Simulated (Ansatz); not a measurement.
Na:
```
Na
1.0
    3.41626     0.00000     0.00000
    0.00000     3.41626     0.00000
    0.00000     0.00000     3.41626
Na
1
Direct
  0.00000   0.00000   0.00000
```

Relaxed with r²SCAN.

Question: List the phonon frequencies at the special points (DFPT on a 4×4×4 q-mesh, Fourier-interpolated; r²SCAN in the plane-wave PAW code Ansatz).

Answer: In cm⁻¹.

| q | frequencies |
|---|---|
| Γ | 0 0 0 |
| X | 57i 57i 140 |
| M | 77i 144 144 |
| R | 136 136 136 |

Space group Pm-3m (simple cubic). The cell is a constructed one: a structure type filled with these elements; neither database checked (COD, Materials Project) lists it. It is not the phase usual at ambient conditions (space group No. 229). The cell was relaxed with r²SCAN under the symmetry of its start. At this level the phase is dynamically unstable (imaginary phonons). As this level gives no gap, phonon frequencies hold no LO–TO term and depend on the k-mesh and smearing (Fermi–Dirac, 0.1 eV here).

Potentials: the later of the program's two PAW sets.
